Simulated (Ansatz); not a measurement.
Cs2NaMoF6:
```cif
data_Cs2F6MoNa
_chemical_formula_sum 'Cs2 Na1 Mo1 F6'
_space_group_name_H-M_alt 'P 1'
_space_group_IT_number 1
_cell_length_a 6.22155
_cell_length_b 6.22155
_cell_length_c 6.22155
_cell_angle_alpha 60.000
_cell_angle_beta 60.000
_cell_angle_gamma 60.000
loop_
_space_group_symop_operation_xyz
  'x, y, z'
loop_
_atom_site_label
_atom_site_type_symbol
_atom_site_fract_x
_atom_site_fract_y
_atom_site_fract_z
_atom_site_occupancy
Cs1 Cs 0.25000 0.25000 0.25000 1
Cs2 Cs 0.75000 0.75000 0.75000 1
Na1 Na 0.50000 0.50000 0.50000 1
Mo1 Mo 0.00000 0.00000 0.00000 1
F1 F 0.23366 0.23366 0.76634 1
F2 F 0.76634 0.76634 0.23366 1
F3 F 0.76634 0.23366 0.23366 1
F4 F 0.23366 0.76634 0.76634 1
F5 F 0.23366 0.76634 0.23366 1
F6 F 0.76634 0.23366 0.76634 1
```
The run is spin-polarised; directions of the spins, atom by atom: 0 0 0 ↑ 0 0 0 0 0 0.

Relaxed with PBEsol.

**Question.** Which orbitals make up the states near the band edges in the program Ansatz at the PBEsol level (PAW)?

**Answer.** Top 1 eV of the valence band: Mo 4d 78 %, F 2p 19 %. Bottom 1 eV of the conduction band: Mo 4d 82 %, F 2p 13 %. Projections are on Löwdin-orthogonalised atomic valence shells; empty p or d shells of many metals are not among them.

**Question.** Tabulate the density of states.

**Answer.** States/eV per cell of 10 atoms, in 0.25 eV bins, energy from the valence-band maximum.

```
E (eV)  total   F 2p  Mo 4d  Cs 6s
------  -----  -----  -----  -----
-7.85    0.00   0.00   0.00   0.00
-7.60    0.00   0.00   0.00   0.00
-7.35    0.38   0.28   0.06   0.00
-7.10    6.76   5.28   1.02   0.00
-6.85   12.27  10.10   1.43   0.01
-6.60    5.07   4.36   0.40   0.01
-6.35    3.38   2.57   0.55   0.04
-6.10   11.11   9.24   0.99   0.08
-5.85   18.86  16.41   0.92   0.05
-5.60   13.13  11.38   0.59   0.02
-5.35    9.79   9.02   0.12   0.15
-5.10   25.02  23.79   0.06   0.10
-4.85   29.78  28.08   0.04   0.04
-4.60    8.44   8.08   0.01   0.01
-4.35    0.00   0.00   0.00   0.00
-4.10    0.00   0.00   0.00   0.00
-3.85    0.00   0.00   0.00   0.00
-3.60    0.00   0.00   0.00   0.00
-3.35    0.00   0.00   0.00   0.00
-3.10    0.00   0.00   0.00   0.00
-2.85    0.00   0.00   0.00   0.00
-2.60    0.00   0.00   0.00   0.00
-2.35    0.00   0.00   0.00   0.00
-2.10    0.00   0.00   0.00   0.00
-1.85    0.00   0.00   0.00   0.00
-1.60    0.00   0.00   0.00   0.00
-1.35    0.00   0.00   0.00   0.00
-1.10    0.00   0.00   0.00   0.00
-0.85    0.00   0.00   0.00   0.00
-0.60    0.00   0.00   0.00   0.00
-0.35    0.00   0.00   0.00   0.00
-0.10   12.00   2.31   9.39   0.05
0.15     0.00   0.00   0.00   0.00
0.40     0.00   0.00   0.00   0.00
0.65     0.00   0.00   0.00   0.00
0.90     0.00   0.00   0.00   0.00
1.15     0.00   0.00   0.00   0.00
1.40     0.00   0.00   0.00   0.00
1.65     0.00   0.00   0.00   0.00
1.90     8.73   1.08   7.38   0.03
2.15     3.27   0.42   2.79   0.01
2.40     0.00   0.00   0.00   0.00
2.65     0.83   0.10   0.53   0.01
2.90     2.52   0.38   1.59   0.09
3.15     4.96   0.97   3.33   0.14
3.40     0.85   0.06   0.28   0.22
3.65     2.46   0.19   1.13   0.31
3.90     2.91   0.29   1.33   0.39
4.15     4.18   0.57   2.31   0.52
4.40     1.92   0.12   0.19   0.67
4.65     3.88   0.17   0.14   1.04
4.90     7.56   0.32   0.21   1.21
5.15     7.79   0.31   0.22   0.85
5.40     7.66   0.26   0.21   0.79
5.65     6.71   0.20   0.15   0.82
5.90     5.14   0.19   0.14   0.44
6.15     3.02   0.08   0.05   0.22
6.40     5.56   0.08   0.03   0.28
6.65     5.71   0.09   0.02   0.27
```

Space group Fm-3m. The workflow started from a Materials Project entry (that database holds measured and hypothetical structures alike); the Crystallography Open Database copy checked does not list it. Whether it is the stable phase at ambient conditions was not checked. The PBEsol relaxation kept the symmetry of its start; whether a distortion lowers the energy is not shown. The final state is ferromagnetic, chosen from 3 collinear starts compared on coarse meshes (ties went to the first, and starts can fall back to one state), not a proven ground state. No Hubbard U is applied. Scalar-relativistic: spin–orbit coupling is off unless named, which matters more the heavier the elements.

Potentials: the later of the program's two PAW sets.
